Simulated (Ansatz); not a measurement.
## What a change of settings does to a run on HfPt

Structure from Materials Project entry mp-1007691 (possibly hypothetical), not relaxed further.

First run: DFT, r2SCAN, PAW with Ansatz's default frozen-core files, scalar-relativistic (Ansatz 0.2.0).

Command: `ansatz run input.yaml --threads 1 --pin off --max-ram 4096MiB --backend cpu --events-out ev --progress --plain --runs-dir out` The run took 2.2 min on 1 thread of Intel(R) Xeon(R) 6975P-C (Granite Rapids) (shared host), peak memory 1.4 GiB.

```yaml
crystal:
  lattice:
    - [1.68485451, -5.16014616, 0.0]
    - [1.68485451, 5.16014616, 0.0]
    - [0.0, 0.0, 4.2631372]
  atoms:
    - { symbol: Hf, position: [0.85769377, 0.14230623, 0.75] }
    - { symbol: Hf, position: [0.14230623, 0.85769377, 0.25] }
    - { symbol: Pt, position: [0.59311658, 0.40688342, 0.75] }
    - { symbol: Pt, position: [0.40688342, 0.59311658, 0.25] }
kpoints:
  mp_grid: { grid: [13, 13, 10] }
  band_path:
    path:
      - [0.0, 0.0, 0.0]
      - [-0.5, 0.5, 0.0]
      - [-0.2766526755, 0.7233473245, 0.0]
      - [0.2766526755, 0.2766526755, 0.0]
      - [0.0, 0.0, 0.0]
      - [0.0, 0.0, 0.5]
      - [0.2766526755, 0.2766526755, 0.5]
      - [-0.2766526755, 0.7233473245, 0.5]
      - [-0.5, 0.5, 0.5]
    npoints: 14
scf:
  occupations: { method: fermi_dirac, width: 0.08 }
hamiltonian:
  xc: r2scan
  pseudopotentials: { kind: paw }
output:
  forces: true
  stress: true
  eigenvalues: true
  efg: { contact_densities: true }
  populations: true
  bader: true
  dos: { projected: true, de: 0.2, e_range: [-14, 8] }
  write_density: true
  write_potential: true
  elf: true
  volumetric_format: npy
```

Result: converged; pressure 1.34 GPa; largest force 0.085 eV/Å; no gap on the k mesh; 9 SCF iterations.

No spin–orbit coupling, which matters for the heavy atoms here.

The input is then changed:

```diff
@@ -28,4 +28,5 @@
   xc: r2scan
   pseudopotentials: { kind: paw }
+  hubbard: { sites: [{ species: Hf, l: d, u_eff: 6.0 }], double_counting: fll }
 output:
   forces: true
@@ -34,9 +35,5 @@
   efg: { contact_densities: true }
   populations: true
-  bader: true
-  dos: { projected: true, de: 0.2, e_range: [-14, 8] }
-  write_density: true
-  write_potential: true
-  elf: true
-  volumetric_format: npy
+basis:
+  ecutwfc: "22.0 Ry"
```

(1) What does the second run give?

## Answers

(1) It converged; pressure 11.27 GPa; largest force 0.243 eV/Å; no gap on the k mesh; 11 SCF iterations. Some of these settings are too coarse for converged properties.
